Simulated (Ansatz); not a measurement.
LiBr:
```cif
data_Br4Li4
_chemical_formula_sum 'Li4 Br4'
_space_group_name_H-M_alt 'Fm-3m'
_space_group_IT_number 225
_space_group_name_Hall '-F 4 2 3'
_cell_length_a 5.51081
_cell_length_b 5.51081
_cell_length_c 5.51081
_cell_angle_alpha 90.000
_cell_angle_beta 90.000
_cell_angle_gamma 90.000
loop_
_atom_site_label
_atom_site_type_symbol
_atom_site_symmetry_multiplicity
_atom_site_Wyckoff_symbol
_atom_site_fract_x
_atom_site_fract_y
_atom_site_fract_z
_atom_site_occupancy
Li1 Li 4 a 0.00000 0.00000 0.00000 1
Br1 Br 4 b 0.50000 0.50000 0.50000 1
```
(The calculation used a cell of 2 atoms; values per cell refer to that cell.)

Relaxed with PBE.

### Question
Give the optical modes at the zone centre with their infrared and Raman activity from DFPT, PBE in the plane-wave PAW code Ansatz.

### Answer
Transverse frequencies, without the LO–TO term; a row sums one degenerate level.

```csv
ω (cm⁻¹),degeneracy,IR ((D/Å)²/amu),Raman (Å⁴/amu),activity,symmetry
141,3,16.69,0,IR,T1u
```

### Question
How high does the top mode go among those that the LO–TO term moves?

### Answer
321 cm⁻¹ for q along x.

The PBE relaxation kept the symmetry of its start; phonons on a q-mesh show no instability.

Potentials: the later of the program's two PAW sets.
